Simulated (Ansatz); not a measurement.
**Surface calculation: rocksalt MgO (100), 3 layers**

The slab is cut from the rocksalt crystal, which needn't be the stable phase, as relaxed on PAW files (8.99 Å³/atom), with 16 Å of vacuum and a dipole correction:

```xyz
6
Lattice="2.9410 0.0000 0.0000 0.0000 2.9410 0.0000 0.0000 0.0000 20.1592" Properties=species:S:1:pos:R:3 pbc="T T T"
Mg    0.7353    0.7353    8.0000
O     2.2058    2.2058    8.0000
Mg    2.2058    2.2058   10.0796
O     0.7353    0.7353   10.0796
Mg    0.7353    0.7353   12.1592
O     2.2058    2.2058   12.1592
```

Level of theory: DFT with LDA, scalar-relativistic, in Ansatz 0.2.0; a Γ-centred 10×10×1 k mesh, Fermi–Dirac smearing of 0.02 eV, no spin polarisation. LAPW: all electrons, basis error target 1 meV/atom; PAW: frozen-core files, cutoff 420 eV.

The bulk energy comes from a cell in the slab's orientation on a 10×10×7 mesh. The surface energy is (E(slab) − N·E(bulk))/2A at zero smearing, the mean of both faces; thin slabs carry quantum-size effects.

The PAW files were made under PBE. The cell is 1×1, so reconstructions are forbidden.

As cut, the LAPW slab lies 1.266 eV above 6 atoms of bulk. What surface energy is that?

Over two faces of 8.65 Å² it is 73.2 meV/Å², and times 16.02 J/m² per eV/Å² that gives γ = 1.172 J/m².

```json
{"method": "LAPW", "γ as cut (J/m²)": "1.172", "γ relaxed (J/m²)": "1.158"}
{"method": "PAW", "γ as cut (J/m²)": "1.175", "γ relaxed (J/m²)": "1.161"}
```

How do the spacings between the planes relax?

From the bottom face up: d12 +0.1 % of 2.080 Å, d23 +0.1 % of 2.080 Å. The outer plane rumples by 0.039 Å.

Where do the band edges lie?

On the k mesh: gap 3.64 eV, valence top 5.52 eV below the vacuum level.

A field of 0.3 V/Å is applied along the normal, atoms held. What follows?

LAPW finds an induced dipole of 0.0759 e·Å a cell (PAW 0.0759), that is 5.30 Å for 4πα over the area, against 4.20 Å between the outer atoms.

A core hole in the 1s shell of Mg is made on one Mg atom of each kind in every 1×1 cell (PAW hole dataset, neutral cell, valence without spin). What does it cost by layer?

layer 1 1296.65 eV, layer 2 1296.94 eV. Shifts between layers mean more than the absolute values, and a whole layer of holes screens otherwise than one hole.
